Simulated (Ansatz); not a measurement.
Ba2YHO3 in space group Immm (No. 71; Pearson symbol oI14), r²SCAN (plane waves, PAW; program Ansatz), all energies at zero smearing, with the estimated change up to a 700 eV cutoff added, with one set of potentials and settings (totals compare only within such a set). Cell of 7 atoms (1 Y, 3 O, 1 H, 2 Ba): -17521.398 eV.

```csv
element,reference phase,E (eV/atom)
Y,"P6_3/mmc, 2 atoms in the cell",-3859.7274
O,"C2/m, 4 atoms in the cell, spin-polarised",-566.0346
H,"P2_12_12_1, 8 atoms in the cell",-15.9453
Ba,"Im-3m, 1 atoms in the cell",-5964.5974
```

Formation energy per atom, worked out: (-17521.398 − 1×(-3859.7274) − 3×(-566.0346) − 1×(-15.9453) − 2×(-5964.5974))/7 = -2.632 eV/atom (-254 kJ per mol of atoms), at 0 K, without zero-point energy or fitted corrections.

The start of the workflow was typed in or built on a structure type; neither database checked (COD, Materials Project) lists it. Whether it is the stable phase at ambient conditions was not checked. The r²SCAN relaxation kept the symmetry of its start; its stability against distortions is not shown here. No spin polarisation was allowed. The references are the lowest solids computed at this level, not always the standard phases (solids in place of the gases). Scalar-relativistic: spin–orbit coupling is off unless named, which matters more the heavier the elements.

Potentials: the earlier of the program's two PAW sets. The files were generated under PBE; for other functionals the program regenerates the frozen cores, and for LDA and PBEsol the local potential too.
